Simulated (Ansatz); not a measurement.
Here is an unrelaxed guess for AlAs3.

```
Al As
1.0
     4.52587    0.00000    0.00000
     0.00000    4.52587    0.00000
     0.00000    0.00000    4.52587
Al As
1 3
Cartesian
  2.2629 2.2629 2.2629
  0.0000 2.2629 2.2629
  2.2629 0.0000 2.2629
  2.2629 2.2629 0.0000
```

The calculation used Ansatz, DFT PBE, scalar-relativistic, plane waves, PAW. Settings: cutoff 420 eV, Γ-centred mesh 4×4×4 on the computed 4-atom cell, Gaussian smearing of 0.10 eV; no spin polarisation.

Energies over the elements count from the elements' standard structures at the same level, with no fitted energy shifts.

Question: Estimate its pressure, forces and energy as it stands.

Answer: The pressure is 15.5 GPa (it wants to expand), the largest force is 0.00 eV/Å (symmetry fixes the atoms), and the energy is +0.98 eV/atom against the elements. The shortest distance is 2.26 Å.

Question: How much does it gain on relaxing, and where does it end?

Answer: Relaxing gains about 0.26 eV/atom (the start's value is from the coarse mesh, so the gain is rough) in 8 ionic steps and ends at +0.72 eV/atom on the finer mesh. The symmetry stays Pm-3m (No. 221). The end has the ReO3 type. The volume per atom grows by 25.7 %, from 23.2 to 29.1 Å³. The shortest distance goes from 2.26 Å (Al–As) to 2.44 Å (Al–As). Conventional cell: a = 4.884 Å. Al has 6 As at 2.44 Å; As has 2 Al at 2.44 Å.

The last run used a 10×10×10 mesh for its 4-atom cell and Gaussian smearing of 0.10 eV. The reference form of As is held partly by dispersion forces, which this level lacks. The relaxation can't lower the symmetry of the start. A structure relaxed within its symmetry needn't be a true minimum. Another cell of AlAs3 relaxed alike, in Aem2, lies 0.80 eV/atom lower, so this cell isn't the stable form at this level.
